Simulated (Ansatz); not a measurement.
A trial cell of Cu was relaxed with PBE (plane waves to 420 eV, PAW, scalar-relativistic; Ansatz, a quantum-chemistry and plane-wave program).

Before: Imma (No. 74), oI4; a = 2.6065 Å, b = 4.2008 Å, c = 4.7141 Å, α = β = γ = 90.00°.

After relaxation:

Simulated powder pattern, Co Kα, λ = 1.79026 Å (kinematic, ideal powder, no thermal factors, no anomalous dispersion; the 24 strongest lines at most, above 1 %, up to 2θ = 90°):

```json
[
 {"2θ (°)": "43.30", "I/Imax (%)": "48"},
 {"2θ (°)": "49.09", "I/Imax (%)": "100"},
 {"2θ (°)": "67.50", "I/Imax (%)": "75"}
]
```

Identify the relaxed structure from its pattern: crystal system, space group and cell.

Hexagonal, P6/mmm (No. 191), hP1, AFLOW prototype A_hP1_191_a (A_f, as in Sn); a = b = 2.4881 Å, c = 2.4262 Å, α = β = 90.00°, γ = 120.00°. Sites: Cu 1b (0.000, 0.000, 0.500).

Index the strongest lines.

43.30° (0001), 49.09° (1 0 -1 0), 67.50° (1 0 -1 1).

No spin polarisation in the result.

The run could not lose the symmetry of its start: the end is stationary, and may be a saddle point rather than a minimum.

The relaxed structure here is a generated cell of Cu: the first start was made by a random draw of sites in a space group, and the end was not matched to a known phase here, so it may be hypothetical. Known forms of Cu include space group No. 225.
